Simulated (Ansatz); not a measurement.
What DFT gives for Sc3RuC4

```
CELL_PARAMETERS angstrom
5.68465 0.00000 0.00000
2.84233 -6.21987 0.00000
1.57453 0.00000 -5.46224
ATOMIC_POSITIONS crystal
C 0.28880 0.25960 0.92220
C 0.45160 0.25960 0.07780
C 0.71120 0.74040 0.07780
C 0.54840 0.74040 0.92220
Sc 0.31010 0.37980 0.50000
Sc 0.68990 0.62020 0.50000
Sc 0.75750 0.00000 0.75750
Sc 0.24250 0.00000 0.24250
C 0.04940 0.74200 0.42050
C 0.20860 0.74200 0.57950
C 0.95060 0.25800 0.57950
C 0.79140 0.25800 0.42050
Ru 0.26674 0.00000 0.73315
Ru 0.73326 0.00000 0.26685
Sc 0.18895 0.62210 0.00000
Sc 0.81105 0.37790 0.00000
```

Method: r2SCAN, no spin polarisation; PAW, plane waves to 500 eV, 5×5×4 Γ-centred mesh, gaussian occupations (width 0.0222 eV) (Ansatz 0.2.0), atoms fixed.

Electronic structure: It is a metal, with about 6.6 states/eV a cell as the mean within 0.25 eV of the Fermi level, mostly Sc d (33 %), C p (32 %) and Ru d (30 %).
Forces: The largest is on C4 (and as large on other atoms): 0.54 eV/Å, components (0.52, -0.16, 0.02). It makes 41° with the line to a nearest neighbour, C3 at 1.45 Å, pointing towards it.
Stress: The pressure is -8.4 GPa (compression positive), so with the atoms held at these fractions the cell would first shrink. The principal stresses -11.1, -7.9, -6.2 GPa differ, so its shape would change too.

Origin: a known structure type with other elements, at an estimated volume, so it need not be a known compound.
